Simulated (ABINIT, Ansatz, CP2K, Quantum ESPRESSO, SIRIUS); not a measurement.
**The band gap of GaF, sorted by core time**

```
Ga F
1.0
     0.00000    2.84624    2.84624
     2.84624    0.00000    2.84624
     2.84624    2.84624    0.00000
Ga F
1 1
Direct
  0.25000 0.25000 0.25000
  0.00000 0.00000 0.00000
```

The cell comes from a database or a generator and needn't be the stable form of this composition.

| rung | level | program and potentials | cutoff (eV) | k mesh | core time | chip | band gap (eV) | notes |
| --- | --- | --- | --- | --- | --- | --- | --- | --- |
| GGA | PBE | Ansatz, Ansatz PAW (earlier soft set) | 420 | 8 × 8 × 8 | 2.8 s | Arm Neoverse V1 | 2.27 | - |
| GGA | PBE | Quantum ESPRESSO, SG15 PBE 1.2 | 1197 | 4 × 4 × 4 | 13 s | Arm Neoverse V1 | 2.29 | coarse mesh |
| GGA | PBE | Ansatz, all-electron LAPW, scalar-relativistic | - | 8 × 8 × 8 | 17 s | Intel Xeon Skylake/Cascade Lake | 2.27 | - |
| LDA | LDA | ABINIT, PseudoDojo NC SR LDA v0.4.1 standard | 1143 | 6 × 6 × 6 | 23 s | Intel Xeon 6975P-C Granite Rapids | 2.21 | - |
| GGA | PBE | ABINIT, JTH PAW PBE v2.0 | 626 | 8 × 8 × 8 | 26 s | Arm Neoverse V1 | 2.27 | - |
| GGA | PBE | SIRIUS, PseudoDojo 0.4.1 PBE standard (scalar relativistic) | 1152 | 8 × 8 × 8 | 29 s | Intel Xeon 6975P-C Granite Rapids | 2.28 | - |
| GGA | PBE | CP2K, POTENTIAL_UZH Ga GTH-PBE-q13, F GTH-PBE-q7; TZVP-MOLOPT-PBE-GTH basis | - | 8 × 8 × 8 | 52 s | Arm Neoverse V2 | 2.29 | atomic basis |
| GGA | PBE | SIRIUS, all-electron FP-LAPW, apw+lo standard | - | 8 × 8 × 8 | 2 min | Arm Neoverse V2 | 2.28 | - |

Times are single runs on shared hosts and different chips, so they are rough; meshes, cutoffs and the tasks' sizes weigh on the time. Task: single point. All rows: no spin polarisation. Gaps are the least found on the k mesh or the band path, and a mesh can miss the band edges. Meshes differ between rows, which moves values too. All levels ran on this one cell, unrelaxed unless noted. Meshes are those of the run's cell of 2 atoms unless a note names another. Runs on faulty files, with rough fits or with known faults for this quantity aren't shown. No row holds spin-orbit coupling.

By rung: LDA 2.21; GGA 2.27 to 2.28; GGA on coarse meshes 2.29; GGA in atomic bases 2.29 (eV).
